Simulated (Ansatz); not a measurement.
# TeRh: a vibration from a frozen displacement

Level of theory: Ansatz, DFT LDA, scalar-relativistic, plane waves, PAW. Cutoff 420 eV, Γ-centred 15×15×8 k-points, Gaussian smearing of 0.15 eV. Spin–orbit coupling is left out, which matters for the heavy elements here. No spin polarisation. Energies are free energies at this smearing, counted from the undisturbed cell; pressure is positive in compression.

Reference structure (as given, not relaxed at this level; it stands at -3.1 GPa, and it needn't be the usual structure):

```
Te Rh
1.0
     3.99000    0.00000    0.00000
    -1.99500    3.45544    0.00000
     0.00000    0.00000    5.66000
Te Rh
2 2
Cartesian
  0.0000 2.3036 1.4150
  1.9950 1.1518 4.2450
  0.0000 0.0000 0.0000
  0.0000 0.0000 2.8300
```

Every Te atom is moved by x along the Cartesian unit vector (0.000, 0.000, 1.000); the cell and all other atoms stay fixed. The cell's volume is 78.04 Å³; the moved atoms weigh 255.200 u together and the others 205.811 u. Some rows repeat others by symmetry and weren't run.

```
  x (Å)  ΔE (meV/cell) total force on the moved atoms along the move (eV/Å) pressure (GPa)
-0.2000         133.67                                                1.3480         -1.4905
-0.1750         102.23                                                1.1690         -1.8732
-0.1500          75.15                                                0.9980         -2.2070
-0.1250          52.29                                                0.8320         -2.4913
-0.1000          33.54                                                0.6676         -2.7255
-0.0500           8.42                                                0.3362         -3.0408
 0.0000           0.00                                                0.0000         -3.1468
 0.0500           8.42                                               -0.3362         -3.0408
 0.1000          33.54                                               -0.6676         -2.7255
 0.1250          52.29                                               -0.8320         -2.4913
 0.1500          75.15                                               -0.9980         -2.2070
 0.1750         102.23                                               -1.1690         -1.8732
 0.2000         133.67                                               -1.3480         -1.4905
```

Question: What frequency belongs to this motion?

Answer: The force constant is k = −dF/dx = 6.724 eV/Å², from the parabola through x = -0.0500, 0 and 0.0500. In every cell the moved atoms swing against the rest, so the mass is μ = m₁m₂/(m₁ + m₂) = 113.930 u, and ν̃ = 521.5 cm⁻¹ × √(|k|/μ) = 127 cm⁻¹, at this cell's pressure of -3.1 GPa. To first order in x, and within 1 %, the force on every atom lies along the move and, within each of the two groups, in proportion to the atom's mass, so this is itself a mode at the zone centre of this cell.

Question: How far does the harmonic law reach?

Answer: At x = -0.200 Å, kx²/2 = 134.48 meV against the computed 133.67 meV (-0.6 %): the well is still close to harmonic there.

Question: The pressure changes with x². What does that say about the frequency under compression?

Answer: With E = k(V)x²/2, k ∝ V^(−2γ) and x scaling with the cell as V^(1/3), P − P0 = −∂E/∂V = (2γ − 2/3) ΔE/V. At x = 0.1000 Å, V(P − P0) = 78.04 × 0.42131 / 160.2 eV = 205.21 meV and ΔE = 33.54 meV, so γ = 1/3 + V(P − P0)/(2ΔE) = 3.39. This is the Grüneisen parameter of the motion under uniform scaling of the cell: shrinking the cell evenly by 1 % in volume raises the frequency by about 3.39 %.

In a metal these slopes depend on the k mesh and the smearing.